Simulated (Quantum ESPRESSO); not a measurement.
# ZrTiAl3InW2: one run as intended and one with a planted mistake

Simulated, not a measurement. The program is pw.x of Quantum ESPRESSO 7.5 (plane-wave density functional theory). The cell is made up: eight metal atoms on a hexagonal close-packed lattice, with elements, volume, strain and displacements drawn at random and not relaxed, so it may be unstable or far from any real phase. PseudoDojo standard norm-conserving files set the functional (PBE unless stated); there is no spin polarisation or spin-orbit coupling, the Fermi-Dirac width of 0.25 eV means electrons at about 2900 K, and the masses in the input are unused placeholders. Heavy elements are run without spin-orbit coupling, which real alloys of them have. A spin test at this wide smearing found no moment, but such smearing suppresses magnetism that the real alloy may have.

Intended input:

```
&control calculation='scf', pseudo_dir='./dojo.nc.sr.pbe.v0_5.standard.upf', outdir='./o', disk_io='minimal', tprnfor=.true., tstress=.true. /
&system ibrav=0, nat=8, ntyp=5, nbnd=50, ecutwfc=84.00895049, nosym=.true., tot_charge=0,
 occupations='smearing', smearing='fd', degauss=0.0183746611
/
&electrons conv_thr=1.470e-08, electron_maxstep=70, mixing_beta=0.5 /
ATOMIC_SPECIES
Al 1.0 Al.upf
In 1.0 In.upf
Ti 1.0 Ti.upf
W 1.0 W.upf
Zr 1.0 Zr.upf
CELL_PARAMETERS angstrom
4.5687 -2.6377 0.0
-3.0458 0.0 -4.8779
3.0458 5.2754 0.0
ATOMIC_POSITIONS angstrom
Zr -0.0436 0.0205 0.0461
Ti 1.5275 2.661 -0.0105
Al 0.0063 1.694 -2.4402
Al 1.6064 4.4531 -2.4758
In 2.997 0.0061 0.039
W 4.5624 2.5809 0.034
Al 1.5691 -0.8267 -2.4165
W 3.0809 1.8094 -2.4164
K_POINTS automatic
5 5 4 1 1 1
```

The log is shortened where brackets say so; the opening notice, blank lines, dates and the lines on written files are dropped, and the path of the files is cut. It prints rydbergs, bohrs and kilobars, and counts compression as positive stress. Its total energy is the free energy E - TS of the whole cell.

Log of the intended run:

```
     Program PWSCF v.7.5
     Parallel version (MPI & OpenMP), running on       4 processor cores
     Number of MPI processes:                 4
     Threads/MPI process:                     1
     [start-up lines left out]
     bravais-lattice index     =            0
     lattice parameter (alat)  =       9.9692  a.u.
     unit-cell volume          =    1057.8309 (a.u.)^3
     number of atoms/cell      =            8
     number of atomic types    =            5
     number of electrons       =        74.00
     number of Kohn-Sham states=           50
     kinetic-energy cutoff     =      84.0090  Ry
     charge density cutoff     =     336.0358  Ry
     scf convergence threshold =      1.5E-08
     mixing beta               =       0.5000
     number of iterations used =            8  plain     mixing
     Exchange-correlation= PBE
                           (   1   4   3   4   0   0   0)
     [axes and pseudopotential details left out]
   Cartesian axes
     site n.     atom                  positions (alat units)
         1        Zr     tau(   1) = (  -0.0082647   0.0038859   0.0087386  )
         2        Ti     tau(   2) = (   0.2895482   0.5044110  -0.0019903  )
         3        Al     tau(   3) = (   0.0011942   0.3211094  -0.4625568  )
         4        Al     tau(   4) = (   0.3045042   0.8441159  -0.4693050  )
         5        In     tau(   5) = (   0.5681021   0.0011563   0.0073927  )
         6        W      tau(   6) = (   0.8648345   0.4892275   0.0064449  )
         7        Al     tau(   7) = (   0.2974338  -0.1567067  -0.4580643  )
         8        W      tau(   8) = (   0.5840059   0.3429843  -0.4580453  )
     number of k points=    50  Fermi-Dirac smearing, width (Ry)=  0.0184
                       cart. coord. in units 2pi/alat
        k(    1) = (   0.1407286   0.0437505  -0.1960223), wk =   0.0400000
        k(    2) = (   0.2489814   0.2312526  -0.2636162), wk =   0.0400000
     [further k points left out]
     Dense  grid:   110009 G-vectors     FFT dimensions: (  60,  64,  72)
     Estimated max dynamical RAM per process >     321.40 MB
     Estimated total dynamical RAM >       1.18 GB
     Initial potential from superposition of free atoms
     starting charge      73.9838, renormalised to      74.0000
     Starting wfcs are   61 randomized atomic wfcs
     total cpu time spent up to now is        5.3 secs
     per-process dynamical memory:   249.1 Mb
     Self-consistent Calculation
     iteration #  1     ecut=    84.01 Ry     beta= 0.50
     Davidson diagonalization with overlap
     ethr =  1.00E-02,  avg # of iterations =  2.1
     Threshold (ethr) on eigenvalues was too large:
     Diagonalizing with lowered threshold
     Davidson diagonalization with overlap
     ethr =  4.63E-04,  avg # of iterations =  4.4
     total cpu time spent up to now is       25.6 secs
     total energy              =    -670.01005759 Ry
     estimated scf accuracy    <       0.36877818 Ry
     iteration #  2     ecut=    84.01 Ry     beta= 0.50
     Davidson diagonalization with overlap
     ethr =  4.98E-04,  avg # of iterations =  6.1
     total cpu time spent up to now is       37.5 secs
     total energy              =    -669.92284601 Ry
     estimated scf accuracy    <       1.51447267 Ry
     [iterations 3 to 12 left out]
     iteration # 13     ecut=    84.01 Ry     beta= 0.50
     Davidson diagonalization with overlap
     ethr =  1.42E-10,  avg # of iterations =  3.5
     total cpu time spent up to now is      148.5 secs
     total energy              =    -670.13419009 Ry
     estimated scf accuracy    <       0.00000061 Ry
     iteration # 14     ecut=    84.01 Ry     beta= 0.50
     Davidson diagonalization with overlap
     ethr =  1.42E-10,  avg # of iterations =  2.0
     total cpu time spent up to now is      157.3 secs
     End of self-consistent calculation
     [lines on levels left out]
!    total energy              =    -670.13419012 Ry
     estimated scf accuracy    <          6.1E-09 Ry
     smearing contrib. (-TS)   =      -0.09885633 Ry
     internal energy E=F+TS    =    -670.03533380 Ry
     The total energy is F=E-TS. E is the sum of the following terms:
     one-electron contribution =    -238.33860759 Ry
     hartree contribution      =     149.96924763 Ry
     xc contribution           =    -149.80117427 Ry
     ewald contribution        =    -431.86479957 Ry
     convergence has been achieved in  14 iterations
     Forces acting on atoms (cartesian axes, Ry/au):
     atom    1 type  5   force =    -0.00613137   -0.02937824   -0.01596454
     atom    2 type  3   force =     0.00067077    0.01734734    0.00702203
     atom    3 type  1   force =     0.02173789    0.03149919   -0.01318566
     atom    4 type  1   force =    -0.02783397   -0.02969909    0.02486122
     atom    5 type  2   force =     0.01669172    0.00506785   -0.02306669
     atom    6 type  4   force =    -0.00462103    0.00034376    0.00411358
     atom    7 type  1   force =     0.00345699   -0.01507344    0.00352890
     atom    8 type  4   force =    -0.00397101    0.01989262    0.01269116
     Total force =     0.084372     Total SCF correction =     0.000241
     Computing stress (Cartesian axis) and pressure
          total   stress  (Ry/bohr**3)                   (kbar)     P=     -116.56
  -0.00084954   0.00005573   0.00003008         -124.97        8.20        4.43
   0.00005573  -0.00076197  -0.00006193            8.20     -112.09       -9.11
   0.00003008  -0.00006193  -0.00076560            4.43       -9.11     -112.62
     init_run     :      5.01s CPU      5.22s WALL (       1 calls)
     electrons    :    150.62s CPU    152.05s WALL (       1 calls)
     forces       :      1.74s CPU      1.77s WALL (       1 calls)
     stress       :      6.14s CPU      6.31s WALL (       1 calls)
     [timing details left out]
     PWSCF        :   2m43.62s CPU   2m45.51s WALL
     JOB DONE.
```

A second run has one planted mistake: the cell and the positions are scaled by a wrong factor. The input lines that differ:

```
- 4.5687 -2.6377 0.0
- -3.0458 0.0 -4.8779
- 3.0458 5.2754 0.0
+ 4.6167 -2.6654 0.0
+ -3.0778 0.0 -4.9291
+ 3.0778 5.3308 0.0
- Zr -0.0436 0.0205 0.0461
- Ti 1.5275 2.661 -0.0105
- Al 0.0063 1.694 -2.4402
- Al 1.6064 4.4531 -2.4758
- In 2.997 0.0061 0.039
- W 4.5624 2.5809 0.034
- Al 1.5691 -0.8267 -2.4165
- W 3.0809 1.8094 -2.4164
+ Zr -0.0441 0.0207 0.0466
+ Ti 1.5435 2.6889 -0.0106
+ Al 0.0064 1.7118 -2.4658
+ Al 1.6233 4.4999 -2.5018
+ In 3.0285 0.0062 0.0394
+ W 4.6103 2.608 0.0344
+ Al 1.5856 -0.8354 -2.4419
+ W 3.1132 1.8284 -2.4418
```

Its log:

```
     Program PWSCF v.7.5
     Parallel version (MPI & OpenMP), running on       4 processor cores
     Number of MPI processes:                 4
     Threads/MPI process:                     1
     [start-up lines left out]
     bravais-lattice index     =            0
     lattice parameter (alat)  =      10.0739  a.u.
     unit-cell volume          =    1091.5082 (a.u.)^3
     number of atoms/cell      =            8
     number of atomic types    =            5
     number of electrons       =        74.00
     number of Kohn-Sham states=           50
     kinetic-energy cutoff     =      84.0090  Ry
     charge density cutoff     =     336.0358  Ry
     scf convergence threshold =      1.5E-08
     mixing beta               =       0.5000
     number of iterations used =            8  plain     mixing
     Exchange-correlation= PBE
                           (   1   4   3   4   0   0   0)
     [axes and pseudopotential details left out]
   Cartesian axes
     site n.     atom                  positions (alat units)
         1        Zr     tau(   1) = (  -0.0082726   0.0038830   0.0087415  )
         2        Ti     tau(   2) = (   0.2895395   0.5044008  -0.0019884  )
         3        Al     tau(   3) = (   0.0012006   0.3211102  -0.4625503  )
         4        Al     tau(   4) = (   0.3045089   0.8441196  -0.4693034  )
         5        In     tau(   5) = (   0.5681051   0.0011630   0.0073909  )
         6        W      tau(   6) = (   0.8648292   0.4892251   0.0064530  )
         7        Al     tau(   7) = (   0.2974368  -0.1567096  -0.4580670  )
         8        W      tau(   8) = (   0.5839937   0.3429828  -0.4580482  )
     number of k points=    50  Fermi-Dirac smearing, width (Ry)=  0.0184
                       cart. coord. in units 2pi/alat
        k(    1) = (   0.1407284   0.0437507  -0.1960240), wk =   0.0400000
        k(    2) = (   0.2489811   0.2312534  -0.2636185), wk =   0.0400000
     [further k points left out]
     Dense  grid:   113417 G-vectors     FFT dimensions: (  60,  72,  72)
     Estimated max dynamical RAM per process >     332.77 MB
     Estimated total dynamical RAM >       1.22 GB
     Initial potential from superposition of free atoms
     starting charge      73.9838, renormalised to      74.0000
     Starting wfcs are   61 randomized atomic wfcs
     total cpu time spent up to now is        5.7 secs
     per-process dynamical memory:   248.8 Mb
     Self-consistent Calculation
     iteration #  1     ecut=    84.01 Ry     beta= 0.50
     Davidson diagonalization with overlap
     ethr =  1.00E-02,  avg # of iterations =  2.1
     Threshold (ethr) on eigenvalues was too large:
     Diagonalizing with lowered threshold
     Davidson diagonalization with overlap
     ethr =  4.47E-04,  avg # of iterations =  4.5
     total cpu time spent up to now is       27.2 secs
     total energy              =    -669.98574115 Ry
     estimated scf accuracy    <       0.35891206 Ry
     iteration #  2     ecut=    84.01 Ry     beta= 0.50
     Davidson diagonalization with overlap
     ethr =  4.85E-04,  avg # of iterations =  5.6
     total cpu time spent up to now is       40.0 secs
     total energy              =    -669.88835102 Ry
     estimated scf accuracy    <       1.59283765 Ry
     [iterations 3 to 12 left out]
     iteration # 13     ecut=    84.01 Ry     beta= 0.50
     Davidson diagonalization with overlap
     ethr =  1.80E-10,  avg # of iterations =  3.7
     total cpu time spent up to now is      160.5 secs
     total energy              =    -670.10477061 Ry
     estimated scf accuracy    <       0.00000078 Ry
     iteration # 14     ecut=    84.01 Ry     beta= 0.50
     Davidson diagonalization with overlap
     ethr =  1.80E-10,  avg # of iterations =  2.0
     total cpu time spent up to now is      170.5 secs
     End of self-consistent calculation
     [lines on levels left out]
!    total energy              =    -670.10477066 Ry
     estimated scf accuracy    <          8.3E-09 Ry
     smearing contrib. (-TS)   =      -0.10271011 Ry
     internal energy E=F+TS    =    -670.00206054 Ry
     The total energy is F=E-TS. E is the sum of the following terms:
     one-electron contribution =    -244.90743118 Ry
     hartree contribution      =     151.90891436 Ry
     xc contribution           =    -149.62684361 Ry
     ewald contribution        =    -427.37670011 Ry
     convergence has been achieved in  14 iterations
     Forces acting on atoms (cartesian axes, Ry/au):
     atom    1 type  5   force =    -0.00823904   -0.02898099   -0.01310391
     atom    2 type  3   force =     0.00206025    0.01773226    0.00683826
     atom    3 type  1   force =     0.02187089    0.02965261   -0.01281514
     atom    4 type  1   force =    -0.02686037   -0.02868260    0.02358536
     atom    5 type  2   force =     0.01541273    0.00525457   -0.02254965
     atom    6 type  4   force =    -0.00365117   -0.00099961    0.00416061
     atom    7 type  1   force =     0.00307945   -0.01481805    0.00327925
     atom    8 type  4   force =    -0.00367273    0.02084181    0.01060522
     Total force =     0.081686     Total SCF correction =     0.000297
     Computing stress (Cartesian axis) and pressure
          total   stress  (Ry/bohr**3)                   (kbar)     P=     -139.89
  -0.00100181   0.00004966   0.00002499         -147.37        7.30        3.68
   0.00004966  -0.00091366  -0.00005622            7.30     -134.40       -8.27
   0.00002499  -0.00005622  -0.00093737            3.68       -8.27     -137.89
     init_run     :      5.31s CPU      5.55s WALL (       1 calls)
     electrons    :    163.81s CPU    164.75s WALL (       1 calls)
     forces       :      1.80s CPU      1.82s WALL (       1 calls)
     stress       :      6.33s CPU      6.52s WALL (       1 calls)
     [timing details left out]
     PWSCF        :   2m57.44s CPU   2m58.87s WALL
     JOB DONE.
```

|  | intended run | run with the mistake |
| --- | --- | --- |
| free energy (eV) | -9117.640 | -9117.240 |
| entropy term -TS, part of it (eV) | -1.345 | -1.397 |
| pressure (GPa) | -11.66 | -13.99 |
| size of the largest force component (eV/Å) | 0.810 | 0.762 |
| largest change of a force component (eV/Å) |  | 0.074 |
| iterations | 14 | 14 |

For scale, a rerun of the intended cell at a higher cutoff and on a denser mesh moved values by no more than 0.002 eV in energy, 0.02 GPa in stress and 0.006 eV/Å in force, and a second program with other atomic files agreed on that cell to 2 % rms in force and 0.5 GPa in pressure.